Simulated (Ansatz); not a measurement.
Input, command and steps of an Ansatz relaxation.

```yaml
crystal:
  lattice:
    - [2.909542017, 0.0, 0.0]
    - [-1.4547710085, 2.5197373001, 0.0]
    - [0.0, 0.0, 11.3169253319]
  atoms:
    - { symbol: Zn, position: [0.3333333333, 0.6666666667, 0.6275] }
    - { symbol: Zn, position: [0.6666666667, 0.3333333333, 0.1275] }
    - { symbol: Zn, position: [0.3333333333, 0.6666666667, 0.8725] }
    - { symbol: Zn, position: [0.6666666667, 0.3333333333, 0.3725] }
    - { symbol: W, position: [0.3333333333, 0.6666666667, 0.25] }
    - { symbol: W, position: [0.6666666667, 0.3333333333, 0.75] }
basis:
  ecutwfc: 500
kpoints:
  mp_grid: { grid: [6, 6, 2] }
hamiltonian:
  xc: r2scan
scf:
  occupations: { method: gaussian, width: 0.1 }
  lower_state_search: "off"
output:
  forces: true
  stress: true
  eigenvalues: true
relax:
  adjacent_minimum: "off"
  f_tol: 0.04
  max_steps: 70
  cell: { stress_tol: 0.4 }
```

```bash
ansatz run input.yaml --threads 1 --pin off --max-ram 2560MiB --backend cpu --events-out ev --progress --plain --runs-dir out
```

Method: DFT r2SCAN, scalar-relativistic, plane waves, PAW (Ansatz 0.2.0).

Of 9 frames 9 are shown, positions in Å and forces in eV/Å; the SCF threshold varies from step to step. Steps run on the plane waves of an earlier cell, with a Pulay correction in the pressure. The basis is chosen afresh for the last frame, the zero of the energies, and at times for earlier ones too; energy and pressure step there, also at an unchanged geometry.

```xyz
6
Lattice="2.9095 0.0000 0.0000 -1.4548 2.5197 0.0000 0.0000 0.0000 11.3169" Properties=species:S:1:pos:R:3:forces:R:3 pbc="T T T" step=1 free_energy_over_end_meV_per_atom=2536.71 pressure_GPa=97.68
Zn    0.0000    1.6798    7.1014    0.0000    0.0000  -12.1438
Zn    1.4548    0.8399    1.4429    0.0000    0.0000  -12.1438
Zn    0.0000    1.6798    9.8740    0.0000    0.0000   12.1438
Zn    1.4548    0.8399    4.2156    0.0000    0.0000   12.1438
W     0.0000    1.6798    2.8292    0.0000    0.0000    0.0000
W     1.4548    0.8399    8.4877    0.0000    0.0000    0.0000
6
Lattice="3.0245 0.0000 0.0000 -1.5123 2.6193 0.0000 0.0000 0.0000 11.8038" Properties=species:S:1:pos:R:3:forces:R:3 pbc="T T T" step=2 free_energy_over_end_meV_per_atom=845.67 pressure_GPa=22.10
Zn    0.0000    1.7462    7.2037    0.0000    0.0000   -4.9771
Zn    1.5123    0.8731    1.3018    0.0000    0.0000   -4.9771
Zn    0.0000    1.7462   10.5020    0.0000    0.0000    4.9771
Zn    1.5123    0.8731    4.6001    0.0000    0.0000    4.9771
W     0.0000    1.7462    2.9509    0.0000    0.0000    0.0000
W     1.5123    0.8731    8.8528    0.0000    0.0000    0.0000
6
Lattice="2.9212 0.0000 0.0000 -1.4606 2.5299 0.0000 0.0000 0.0000 12.3262" Properties=species:S:1:pos:R:3:forces:R:3 pbc="T T T" step=3 free_energy_over_end_meV_per_atom=217.10 pressure_GPa=4.66
Zn    0.0000    1.6866    7.3105    0.0000    0.0000   -2.1676
Zn    1.4606    0.8433    1.1474    0.0000    0.0000   -2.1676
Zn    0.0000    1.6866   11.1788    0.0000    0.0000    2.1676
Zn    1.4606    0.8433    5.0157    0.0000    0.0000    2.1676
W     0.0000    1.6866    3.0815    0.0000    0.0000    0.0000
W     1.4606    0.8433    9.2446    0.0000    0.0000    0.0000
6
Lattice="2.8827 0.0000 0.0000 -1.4413 2.4965 0.0000 0.0000 0.0000 12.7413" Properties=species:S:1:pos:R:3:forces:R:3 pbc="T T T" step=4 free_energy_over_end_meV_per_atom=99.88 pressure_GPa=0.05
Zn    0.0000    1.6643    7.5146    0.0000    0.0000   -1.3758
Zn    1.4413    0.8322    1.1439    0.0000    0.0000   -1.3758
Zn    0.0000    1.6643   11.5974    0.0000    0.0000    1.3758
Zn    1.4413    0.8322    5.2267    0.0000    0.0000    1.3758
W     0.0000    1.6643    3.1853    0.0000    0.0000    0.0000
W     1.4413    0.8322    9.5560    0.0000    0.0000    0.0000
6
Lattice="2.7557 0.0000 0.0000 -1.3778 2.3865 0.0000 0.0000 0.0000 13.1666" Properties=species:S:1:pos:R:3:forces:R:3 pbc="T T T" step=5 free_energy_over_end_meV_per_atom=12.08 pressure_GPa=4.70
Zn    0.0000    1.5910    7.6148    0.0000    0.0000    0.3367
Zn    1.3778    0.7955    1.0315    0.0000    0.0000    0.3367
Zn    0.0000    1.5910   12.1350    0.0000    0.0000   -0.3367
Zn    1.3778    0.7955    5.5518    0.0000    0.0000   -0.3367
W     0.0000    1.5910    3.2916    0.0000    0.0000    0.0000
W     1.3778    0.7955    9.8749    0.0000    0.0000    0.0000
6
Lattice="2.7957 0.0000 0.0000 -1.3979 2.4212 0.0000 0.0000 0.0000 13.1998" Properties=species:S:1:pos:R:3:forces:R:3 pbc="T T T" step=6 free_energy_over_end_meV_per_atom=2.00 pressure_GPa=-0.09
Zn    0.0000    1.6141    7.6822    0.0000    0.0000   -0.1698
Zn    1.3979    0.8071    1.0823    0.0000    0.0000   -0.1698
Zn    0.0000    1.6141   12.1176    0.0000    0.0000    0.1698
Zn    1.3979    0.8071    5.5176    0.0000    0.0000    0.1698
W     0.0000    1.6141    3.3000    0.0000    0.0000    0.0000
W     1.3979    0.8071    9.8999    0.0000    0.0000    0.0000
6
Lattice="2.7957 0.0000 0.0000 -1.3978 2.4211 0.0000 0.0000 0.0000 13.1839" Properties=species:S:1:pos:R:3:forces:R:3 pbc="T T T" step=7 free_energy_over_end_meV_per_atom=1.15 pressure_GPa=-0.45
Zn    0.0000    1.6141    7.6524    0.0000    0.0000    0.0496
Zn    1.3978    0.8070    1.0605    0.0000    0.0000    0.0496
Zn    0.0000    1.6141   12.1234    0.0000    0.0000   -0.0496
Zn    1.3978    0.8070    5.5315    0.0000    0.0000   -0.0496
W     0.0000    1.6141    3.2960    0.0000    0.0000    0.0000
W     1.3978    0.8070    9.8879    0.0000    0.0000    0.0000
6
Lattice="2.7934 0.0000 0.0000 -1.3967 2.4192 0.0000 0.0000 0.0000 13.1786" Properties=species:S:1:pos:R:3:forces:R:3 pbc="T T T" step=8 free_energy_over_end_meV_per_atom=1.03 pressure_GPa=0.00
Zn    0.0000    1.6128    7.6532    0.0000    0.0000    0.0000
Zn    1.3967    0.8064    1.0639    0.0000    0.0000    0.0000
Zn    0.0000    1.6128   12.1147    0.0000    0.0000    0.0000
Zn    1.3967    0.8064    5.5254    0.0000    0.0000    0.0000
W     0.0000    1.6128    3.2947    0.0000    0.0000    0.0000
W     1.3967    0.8064    9.8840    0.0000    0.0000    0.0000
6
Lattice="2.7934 0.0000 0.0000 -1.3967 2.4192 0.0000 0.0000 0.0000 13.1786" Properties=species:S:1:pos:R:3:forces:R:3 pbc="T T T" step=9 free_energy_over_end_meV_per_atom=0.00 pressure_GPa=0.02
Zn    0.0000    1.6128    7.6532    0.0000    0.0000   -0.0004
Zn    1.3967    0.8064    1.0639    0.0000    0.0000   -0.0004
Zn    0.0000    1.6128   12.1147    0.0000    0.0000    0.0004
Zn    1.3967    0.8064    5.5254    0.0000    0.0000    0.0004
W     0.0000    1.6128    3.2947    0.0000    0.0000    0.0000
W     1.3967    0.8064    9.8840    0.0000    0.0000    0.0000
```

The start puts this composition into another compound's structure type, which needn't suit it. At the end the space group is P6_3/mmc (tolerance 0.05 Å).

The run took 100 s on 1 thread of Arm Neoverse V2 (shared host), peak memory 0.64 GiB.

The k mesh is coarse. Spin–orbit coupling is left out, which can shift energies with elements as heavy as these.